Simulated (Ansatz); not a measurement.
A geometry of ZnCu away from equilibrium: step 13 of the relaxation of a generated cell, ZnCu built in the AFLOW prototype AB_oP4_59_a_b (as in CuTe). The numbers are results of PBEsol (plane waves to 420 eV, PAW, scalar-relativistic; Ansatz, a quantum-chemistry and plane-wave program), not measurements. Γ-centred k-mesh 12×10×6 on the run's cell (coarser than for final values), Fermi–Dirac smearing 0.05 eV.

```yaml
crystal:
  lattice:
    - [2.67407, 0.00000, 0.00000]
    - [0.00000, 4.09101, 0.00000]
    - [0.00000, 0.00000, 4.44542]
  atoms:
    - { symbol: Zn, position: [0.00000, 0.00000, 0.08897] }
    - { symbol: Zn, position: [0.50000, 0.50000, 0.91103] }
    - { symbol: Cu, position: [0.00000, 0.50000, 0.41954] }
    - { symbol: Cu, position: [0.50000, 0.00000, 0.58046] }
```

Task: Which atoms carry the largest force, and which way does it point?

Result: No atom: all forces are below 0.005 eV/Å; only the cell is out of equilibrium.

Task: What is the pressure?

Result: +2.5 GPa, compression positive.

Task: How much energy per atom can still be gained by relaxing?

Result: 0.01 eV/atom; the path ends in Pmmn (No. 59).

No spin polarisation in the result.

The run could not lose the symmetry of its start; a randomly shaken copy of 8 atoms returns to this structure.

The end of the path is a generated cell of ZnCu: the first start was made by placing the elements on the sites of a structure type, and the end was not matched to a known phase here, so it may be hypothetical. Known forms of ZnCu include space group No. 221.
